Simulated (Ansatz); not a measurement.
C₈H:
```xyz
9
Lattice="4.9594 0.0000 0.0000 -2.4797 4.2950 0.0000 0.0000 0.0000 3.4914" Properties=species:S:1:pos:R:3 pbc="T T T"
C      3.6938     0.7307     3.4131
C      2.4797     2.8335     3.4131
C      1.2656     0.7307     3.4131
C      0.0000     2.8633     3.4483
C      0.0000     0.0000     0.2215
C      3.7117     2.1430     3.4074
C      2.4797     0.0091     3.4074
C      1.2477     2.1430     3.4074
H      0.0000     0.0000     1.3471
```

Relaxed with PBE+D3(BJ). Special points in fractions of this cell's reciprocal vectors: Γ (0.000, 0.000, 0.000); M (0.500, 0.000, 0.000); K (0.333, 0.333, 0.000); A (0.000, 0.000, 0.500); L (0.500, 0.000, 0.500); H (0.333, 0.333, 0.500).

Q: List the band energies nearest the Fermi level at these points for the program Ansatz at the PBE+D3(BJ) level (PAW).

A: In eV from the Fermi level; about four levels below and three above (degenerate sets whole), none deeper than 8.9 eV; points with the same levels are listed once.

```json
[
 {"k": "Γ", "below": "-3.27 -3.27 -1.83 -1.83 -0.04", "above": "2.32 2.32 3.67"},
 {"k": "M", "below": "-5.04 -3.61 -2.14 -0.07", "above": "3.14 4.23 5.42"},
 {"k": "K", "below": "-6.02 -4.70 -4.46 -2.01", "above": "0.37 2.16 5.87"},
 {"k": "A", "below": "-3.57 -3.57 -2.71 -2.71 -0.60", "above": "0.76 0.76 6.65"},
 {"k": "L", "below": "-5.26 -5.11 -4.67 -3.34", "above": "0.28 2.12 5.03"},
 {"k": "H", "below": "-6.00 -5.68 -2.29 -0.75", "above": "3.28 5.47 5.67"}
]
```

Space group P3m1. A made-up cell: these elements were put on the sites of a structure type; neither database checked (COD, Materials Project) lists it. Its standing as an ambient phase is unchecked. The cell was relaxed with PBE+D3(BJ) under the symmetry of its start. At this level the phase is mechanically unstable. The workflow began spin-polarised and lost its moments.

Potentials: the later of the program's two PAW sets.
